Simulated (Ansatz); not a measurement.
Relaxed (111) slab cut from TiN (space group Fm-3m (No. 225)); the slab's formula is TiN, its outer planes Ti (top) and N (bottom):

```yaml
crystal:
  lattice:
    - [2.97263, 0.00000, 0.00000]
    - [-1.48632, 2.57437, 0.00000]
    - [0.00000, 0.00000, 25.92214]
  atoms:
    - { symbol: N, position: [0.33333, 0.66667, 0.29742] }
    - { symbol: Ti, position: [0.66667, 0.33333, 0.32749] }
    - { symbol: N, position: [0.00000, 0.00000, 0.38557] }
    - { symbol: Ti, position: [0.33333, 0.66667, 0.42912] }
    - { symbol: N, position: [0.66667, 0.33333, 0.47670] }
    - { symbol: Ti, position: [0.00000, 0.00000, 0.52288] }
    - { symbol: N, position: [0.33333, 0.66667, 0.57043] }
    - { symbol: Ti, position: [0.66667, 0.33333, 0.61805] }
    - { symbol: N, position: [0.00000, 0.00000, 0.66521] }
    - { symbol: Ti, position: [0.33333, 0.66667, 0.70714] }
```

The calculation used Ansatz 0.2.0, DFT PBEsol, scalar-relativistic, plane waves, PAW. Settings: cutoff 420 eV, Γ-centred mesh 12×12×1 on the computed 10-atom cell, Gaussian smearing of 0.10 eV; no spin polarisation. The cell repeats along c with a dipole correction in the vacuum.

The potential is the smooth part; its values at the atoms depend on the PAW datasets.

(1) How does the plane-averaged electrostatic potential energy of an electron run along c, counted from the Fermi level?

Spin polarisation was left out, and a magnetic state may lie lower.

Results:

(1) z (Å), V (eV) and a bar:
```
     2.88       7.07 ##############################
     3.17       7.07 ##############################
     3.46       7.07 ##############################
     3.74       7.07 ##############################
     4.03       7.07 ##############################
     4.32       7.07 ##############################
     4.61       7.07 ##############################
     4.90       7.07 ##############################
     5.18       7.07 ##############################
     5.47       7.06 ##############################
     5.76       7.03 ##############################
     6.05       6.97 ##############################
     6.34       6.79 ##############################
     6.62       6.31 #############################
     6.91       5.02 ###########################
     7.20       0.76 #####################
     7.49      -6.21 ###########
     7.78     -12.25 ###
     8.06     -14.18
     8.35     -12.91 ##
     8.64     -11.80 ###
     8.93      -9.06 #######
     9.22      -4.84 #############
     9.50      -4.04 ##############
     9.79      -7.51 #########
    10.08      -9.45 #######
    10.37      -9.60 ######
    10.66     -10.51 #####
    10.94     -12.74 ##
    11.23     -13.10 ##
    11.52     -10.97 #####
    11.81      -8.65 ########
    12.10      -9.23 #######
    12.39     -10.34 #####
    12.67      -9.35 #######
    12.96      -9.52 #######
    13.25     -12.02 ###
    13.54     -13.42 #
    13.83     -12.25 ###
    14.11      -9.32 #######
    14.40      -8.55 ########
    14.69      -9.90 ######
    14.98      -9.43 #######
    15.27      -8.35 ########
    15.55     -10.07 ######
    15.84     -12.69 ##
    16.13     -13.04 ##
    16.42     -10.97 #####
    16.71      -8.87 #######
    16.99      -9.64 ######
    17.28     -10.95 #####
    17.57     -10.82 #####
    17.86     -10.88 #####
    18.15     -12.30 ###
    18.43     -12.48 ##
    18.72     -10.13 ######
    19.01      -5.53 ############
    19.30      -0.90 ###################
    19.59       1.54 ######################
    19.87       2.92 ########################
    20.16       3.72 #########################
    20.45       4.17 ##########################
    20.74       4.41 ##########################
    21.03       4.54 ##########################
    21.31       4.61 ###########################
    21.60       4.64 ###########################
    21.89       4.66 ###########################
    22.18       4.67 ###########################
    22.47       4.67 ###########################
    22.75       4.67 ###########################
    23.04       4.68 ###########################
    23.33       4.68 ###########################
```

The vacuum level lies 4.68 eV (top face) and 7.07 eV (bottom face) above the Fermi level.

Cost: 1 run of about 1.5 core-minutes, on Intel Xeon Platinum 8488C (Sapphire Rapids) (shared hosts).